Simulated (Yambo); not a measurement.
A BSE run in Yambo for BN (space group P6_3/mmc, No. 194) (PBEsol bands; 12×12×4 mesh, 5 valence and 3 conduction bands, static screening with 22 bands and a 4 Ry block, scissor 1.89 eV, Tamm-Dancoff; field along x) gives:

| state | energy (eV) | states within 2 meV | relative strength | class |
|---|---|---|---|---|
| 1 | 5.44 | 2 | < 0.01 | dark |
| 2 | 5.45 | 2 | 1.00 | strong |
| 3 | 6.03 | 1 | < 0.01 | dark |
| 4 | 6.04 | 3 | < 0.01 | dark |
| 5 | 6.05 | 1 | < 0.01 | dark |

Axes are Cartesian, with cell vectors (Å) (2.51, 0.00, 0.00), (-1.26, 2.18, 0.00), (0.00, 0.00, 7.71).

What changes when the window shrinks to 4 valence and 2 conduction bands?

The lowest state goes from 5.441 eV to 5.446 eV, and its distance below the direct gap from 1.065 eV to 1.060 eV. These are vertical excitations (zero momentum); the indirect quasiparticle gap, about 5.76 eV, is smaller than the direct one (6.51 eV on the GW mesh). The scissor comes from a G0W0 run whose convergence isn't established.

Geometry of the Materials Project entry, not relaxed at this level; primitive cell a = b = 2.5124 Å, c = 7.7073 Å, α = β = 90.00°, γ = 120.00°.

The distance between layers or molecules is the database entry's, not relaxed here. Functionals without dispersion can leave it too large, which widens gaps and weakens the response across layers: the numbers belong to this cell.
